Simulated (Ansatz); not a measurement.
An Ansatz (a first-principles code) run. Input:

Ansatz 0.2 input:
```yaml
crystal:
  lattice:
    - [3.4501099883, 0.0, 0.0]
    - [-1.7250549942, 2.9878828958, 0.0]
    - [0.0, 0.0, 7.832123622]
  atoms:
    - { symbol: Be, position: [0.0, 0.5, 0.3333333333] }
    - { symbol: Be, position: [0.5, 0.5, 0.6666666667] }
    - { symbol: Be, position: [0.5, 0.0, 0.0] }
    - { symbol: S, position: [0.0, 0.5, 0.8333333333] }
    - { symbol: S, position: [0.5, 0.5, 0.1666666667] }
    - { symbol: S, position: [0.5, 0.0, 0.5] }
kpoints:
  mp_grid: { grid: [9, 9, 4] }
hamiltonian:
  xc: r2scan
  pseudopotentials: { kind: paw }
scf:
  occupations: { method: fixed }
checkpoint: { read: static.run }
output: { write_density: true, elf: true, volumetric_format: npy }
basis: { fft_grid_basis: typed }
```

Output (shortened):

```
Pseudopotential: Be, paw, valence charge 2
Pseudopotential: S, paw, valence charge 6
Functional definition: r2SCAN
Crystal: 6 atoms, lattice volume = 80.738 Å³
Basis set: ecut = 500 eV, 2057 PW (Γ), exchange–correlation on 108×108×240 points (64 copies of the dense FFT grid, shifted against one another)
Bands: 18, of which v1, the nominal top of the filled ones, is band 12 counted from 1 (11 counted from 0)
Symmetry: 12 space group operations
Space group: P6422 (ITA 181), of the structure as read, at distance tolerance 4.3e-5 Å
k-points: 36 of 324 (time reversal used)
Stability of the state it starts from, as read at its close in the unpolarized treatment …
iter 1 solved again at ethr=7.77e-7 eV; its pass at ethr=3.10e-3 eV (dr2=1.86e-4 eV) is discarded
SCF iter   1: F=—  HF=-3002.724008 eV  |F-HF|=—  |Δ(HF+E_count)|=         —  Δρ=1.09e-6  dr2=1.12e-9  dr2_τ=8.60e-11  ethr=7.77e-7  ⟨swp⟩=3.3  Hψ=4896  notcnv=0  defer=140
preconditioner: auto → none
SCF iter   2: F=—  HF=-3002.724007 eV  |F-HF|=—  |Δ(HF+E_count)|=   3.14e-7  Δρ=9.15e-7  dr2=8.40e-10  dr2_τ=1.30e-10  ethr=4.66e-12  ⟨swp⟩=9.4  Hψ=3643  notcnv=0
SCF iter   3: F=-3002.724007 eV  HF=-3002.724007 eV  |F-HF|=1.23e-10  |Δ(HF+E_count)|=  2.20e-10  Δρ=4.69e-7  dr2=1.93e-10  dr2_τ=1.76e-11  ethr=3.50e-12  ⟨swp⟩=1.0  Hψ=1752  notcnv=0
SCF 1 converged in 3 iterations: F = -3002.724007 eV  dr2 = 1.93e-10
SCF converged after 3 iterations
Free energy (F): -3002.724007 eV
Harris-Foulkes:  -3002.724007 eV  (|F-HF|=1.23e-10)
Internal energy: -3002.724007 eV  (E = F + TS)
E sigma→0 (E₀):  -3002.724007 eV
Fermi energy:    6.448543 eV
--- Per-component energies (eV) ---
  E_band       = 17.151472
  E_kinetic    = 382.042846
  E_local      = -293.801341  (includes V_loc(G=0)·N_el)
  E_nonlocal   = 96.618043
  E_hartree    = 93.456114
  E_xc         = -333.055020
  E_vxc        = -351.431769  (∫ρ·V_xc dr)
  E_paw        = -2010.970081  (= ΣΔE_a)
  E_vpaw       = -18.906527  (= ΣTr[D̂ρ^β])
  E_aug_tail   = 0.000001  (compensation charges beyond the density's cutoff)
  E_vtau       = 15.717821  (kinetic-family band-sum trace: ∫τ·v_τ [+ j·A + Jᵃ·Aᵃ] dr)
  E_ewald      = -936.649189
  E_core_change = -0.365381  (= ΣΔE_core)
  E_smearing   =  0.000000  (= −TS)
  E_closure    =  0.000000  (closes the sum)
  Σ components = -3002.724007   (vs F -3002.724007, Δ=0.00e0)
  [band-id]    e_kinetic+e_local+e_nonlocal+2·e_hartree+e_vxc+e_vpaw+e_augmentation_tail+e_vtau = 17.151302   (vs E_band 17.151472, Δ=-1.70e-4)
--- Band table (eV; the first three rows and the last of 36) ---
  k-point 0: bands = ["-8.6101", "-7.0548", "-7.0548", "1.5056", "1.5056", "3.7226", "5.2794", "5.2794", "5.8050", "5.8050", "6.1521", "6.4485", "11.1223", "11.1223", "11.9913", "12.9542", "12.9542", "14.1345"]
  k-point 1: bands = ["-8.5002", "-7.6737", "-6.4769", "0.3468", "3.0197", "3.8345", "4.6681", "5.7522", "5.8342", "5.8960", "5.9011", "6.1114", "10.7257", "11.7242", "12.2061", "12.3669", "13.8880", "13.9125"]
  k-point 2: bands = ["-8.1785", "-8.1785", "-6.2209", "-0.1095", "4.1608", "4.1608", "4.5959", "4.5959", "5.7364", "6.0108", "6.0108", "6.0720", "10.5904", "12.1775", "12.2638", "12.2638", "13.4119", "13.9920"]
  k-point 35: bands = ["-6.5807", "-5.9340", "-5.9340", "0.2478", "1.0395", "1.0395", "2.0303", "2.0303", "3.1117", "3.1117", "3.7939", "5.2528", "11.3531", "12.0214", "12.9548", "12.9548", "13.0880", "13.0880"]
```

Cost: roughly 13 core-seconds on shared cores.

Space group P6_422. The start of the workflow was typed in or built on a structure type; neither database checked (COD, Materials Project) lists it. COD files the formula under space group No. 216, so this cell is another polymorph or a model. Its standing as an ambient phase is unchecked. The cell was relaxed with r²SCAN under the symmetry of its start; whether a distortion lowers the energy is not shown.

Potentials: the later of the program's two PAW sets.

Ansatz is a plane-wave DFT program.
